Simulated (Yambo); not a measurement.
How GW settings move the gap: CuI

G0W0@PBEsol for CuI (space group P4/nmm, No. 129) in Yambo. Reference settings: 4×4×2 Γ-centred k mesh, bands 9 to 208 and a 8 Ry block in the screening, 208 bands in G with the Bruneval-Gonze terminator, plasmon pole fitted at 27.2 eV. The PBEsol gap Γ → Γ on this mesh is 1.39 eV; G0W0 gaps are taken between the same points.

```
change from the reference       G0W0 gap Γ → Γ (eV)  shift of the valence edge (eV)        rough Yambo cost
------------------------------  -------------------  ------------------------------  ----------------------
reference settings                             2.37                           -0.64                       1
80 bands in W, 80 bands in G                   2.49                           -0.49               about 1/3
134 bands in W, 134 bands in G                 2.40                           -0.59  within a factor of two
80 bands in G                                  2.42                           -0.64                       –
134 bands in G                                 2.39                           -0.65                       –
97 bands in W                                  2.43                           -0.54               about 1/3
2 Ry block                                     2.74                           -0.88  within a factor of two
3 Ry block                                     2.62                           -0.80  within a factor of two
7 Ry block                                     2.37                           -0.63  within a factor of two
pole fitted at 55 eV                           2.35                           -0.71                       –
no random integration                          2.34                           -0.50                       –
2×2×2 mesh                                     2.25                           -0.52               about 1/3
80 bands in G, no terminator                   2.33                           -0.22                       –
no terminator                                  2.30                           -0.51                       –
134 bands in G, no terminator                  2.29                           -0.40                       –
```

The reference isn't shown to be the converged limit. Costs are rough (shared machines), scaled to the same edge states, and given only for runs that recompute the screening.

Spin-orbit coupling is left out, which matters for elements this heavy: edges can move by tenths of an eV. The filled Cu 3d shell has no Hubbard U; semilocal functionals place it too high.

Geometry relaxed with PBE+D3(BJ); primitive cell a = b = 4.0154 Å, c = 6.2140 Å, α = β = γ = 90.00°.

This is not the ordinary phase of the substance; no match was found in the copy of COD used, and its stability was not checked.

A shift is the quasiparticle energy of the state minus its PBEsol energy.
